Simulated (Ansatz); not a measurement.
**Fields on a plane of SnSe2 (CdI2 type)**

```xyz
3
Lattice="3.8403 0.0000 0.0000 -1.9201 3.3258 0.0000 0.0000 0.0000 6.0057" Properties=species:S:1:pos:R:3 pbc="T T T"
Sn     0.0000     0.0000     0.0000
Se     0.0000     2.2172     1.5935
Se     1.9201     1.1086     4.4122
```

The slice is a (-1 1 0 2) plane (indices of the conventional cell) through the point (0.333, 0.667, 0.265) (fractional), spanned by u = [110] and v = [1 -1 1] in vectors of this cell: u (3.84 Å) and v (8.96 Å, at 90° to u). It covers one period; positions are fractions (u, v).

Atoms on it: Se at (0.00, 0.00). Other atoms lie within 1 Å of the plane.

Method: PBE-D3(BJ) (plane waves to 420 eV, PAW, scalar-relativistic; Ansatz, an electronic-structure program). k mesh 10×10×6. These are valence fields of a PAW run, semicore shells included where kept as valence: close to a nucleus they are smooth pseudo fields. SnSe2 was relaxed with its symmetry unable to fall.

```tsv
v \ u	0.00	0.17	0.33	0.50	0.67	0.83
0.86	-0.8	1.7	4.2	4.8	4.2	1.7
0.71	x	x	-0.8	3.6	-0.8	x
0.57	<-2.0	-0.5	3.7	4.8	3.7	-0.5
0.43	x	x	4.0	5.7	4.0	x
0.29	0.2	3.1	5.7	6.1	5.7	3.1
0.14	2.5	4.2	5.7	6.0	5.7	4.2
0.00	x	x	1.9	4.7	1.9	x
```

Values: electrostatic potential energy of an electron, from the cell's mean, in eV. Points within 1 Å of a nucleus are blanked (x), as the pseudised field means little there. Values under -2 eV are set to -2. The zero, the cell's mean, hangs on the PAW cores.

```
|356310001365|
|764210001246|
|542100000124|
|221000000012|
|100000000000|
|000000000000|
|000000000000|
|000000000000|
|000000000000|
|000000000000|
|000000000000|
|000000000000|
|110000000001|
|321000000012|
|543100000134|
|764210001246|
|985210001258|
|985210001258|
|763100000136|
|331000000013|
|110000000001|
|000000000000|
|000000000000|
|211000000011|
|542100000124|
|875210001257|
|577410001477|
|036410001463|
```
Scale: ten equal steps from 0.001 (start of '0') to 0.180 (end of '9'), in the order '0123456789'. Values: density of the highest valence band (whole band, smooth part) in e/Å³. The map has 12 points along u (one character each, u = 0 at the left) and 28 along v (v = 0 in the bottom row).
